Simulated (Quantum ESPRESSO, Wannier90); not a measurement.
**Wannierisation of ZnHgTe2 (P-4m2)**

```
CELL_PARAMETERS angstrom
      4.47306     0.00000     0.00000
      0.00000     4.47306     0.00000
      0.00000     0.00000     6.38006
ATOMIC_POSITIONS crystal
  Zn 0.50000 0.50000 0.50000
  Hg 0.00000 0.00000 0.00000
  Te 0.00000 0.50000 0.27228
  Te 0.50000 0.00000 0.72772
```

Cell from Materials Project (mp-1215403), symmetrised, no further relaxation. Not found in the COD (Crystallography Open Database) copy used; not checked further. Level: PBEsol, spinors with spin-orbit coupling; pw.x of Quantum ESPRESSO at 68 Ry with PseudoDojo potentials, 4×4×4 k-points, Wannier90. Density: 8×8×6 mesh, cold smearing 0.01 Ry. With spin-orbit coupling a semilocal functional can close or falsely invert a small gap; the band order was not checked against a better method. The gap is small at this level and was sampled on the meshes and a path alone.

Valence charges of the files: Zn 20, Hg 20, Te 16. 116 bands were computed.

Isolated groups of bands, relative to the valence-band maximum (bands from 73 on overlap up to the last one computed):

```csv
bands,from (eV),to (eV),filling,weight on atomic waves
1–2,-125.80,-125.80,filled,Zn 3s 100 %
3–4,-114.71,-114.71,filled,Hg 5s 100 %
5–6,-82.16,-82.16,filled,Zn 3p 100 %
7–10,-79.10,-79.09,filled,Zn 3p 100 %
11–12,-76.70,-76.70,filled,Hg 5p 100 %
13–16,-58.35,-58.35,filled,Hg 5p 100 %
17–24,-37.45,-37.44,filled,Te 4d 100 %
25–36,-35.98,-35.97,filled,Te 4d 100 %
37–40,-11.94,-11.01,filled,"Te 5s 84 %, Zn 4s 5 %, Hg 5d 4 %"
41–44,-7.99,-7.71,filled,Hg 5d 92 %
45–54,-7.33,-6.82,filled,Zn 3d 94 %
55–60,-6.45,-5.84,filled,"Hg 5d 86 %, Te 5p 8 %"
61–72,-5.54,0.00,filled,"Te 5p 74 %, Hg 6s 7 %, Hg 5d 6 %"
```

Wanted is a model with the orbitals Zn s p, Hg s p, Te s p, without the filled groups that are mainly made of other shells (semicore states, and anion s where it isn't named); all higher bands stay in for disentanglement.

Question: Give num_wann, exclude_bands and num_bands, and the number of electrons that the model holds.

Answer: Electrons: 1×20 + 1×20 + 2×16 = 72, which fill 72 bands.
num_wann = 2 × (1×4 + 1×4 + 2×4) = 32.
exclude_bands = 1-36,41-60, 56 bands, so num_bands = 116 − 56 = 60.
The model holds 72 − 1×56 = 16 electrons. With the window frozen to 1.59 eV it follows pw.x to 8.6 meV rms (states up to 1.1 eV relative to the valence-band maximum).
